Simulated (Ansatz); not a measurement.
One stationary structure of PbSe. Space group Fm-3m (No. 225), rock salt type. Method: PBEsol (plane waves to 420 eV, PAW, scalar-relativistic; Ansatz, a program for electronic structure).

```xyz
2
Lattice="0.0000 3.0510 3.0510 3.0510 0.0000 3.0510 3.0510 3.0510 0.0000" Properties=species:S:1:pos:R:3 pbc="T T T"
Pb     0.0000     0.0000     0.0000
Se     3.0510     3.0510     3.0510
```

Volume per atom: 28.40 Å³
Band gap: 0.17 eV, direct at L (no spin-orbit coupling)
Shortest distances: Pb–Se 3.05 Å
k-mesh: 13×13×13

Band energies at high-symmetry points (eV from the VBM; labels of this space group; no spin-orbit coupling), from −5 eV up to 1.3 eV:

```csv
point,energies
Γ,-1.92 -1.92 -1.92
X,-3.31 -3.31
U,-4.69 -2.79 -2.46
K,-4.69 -2.79 -2.46
L,-1.50 -1.50 0.00 0.17
W,-4.33 -4.33 -0.81
```

No spin polarisation in the result. Spin-orbit coupling is missing; with elements this heavy it can move band edges by tenths of an eV or more.

The run could not lose the symmetry of its start.
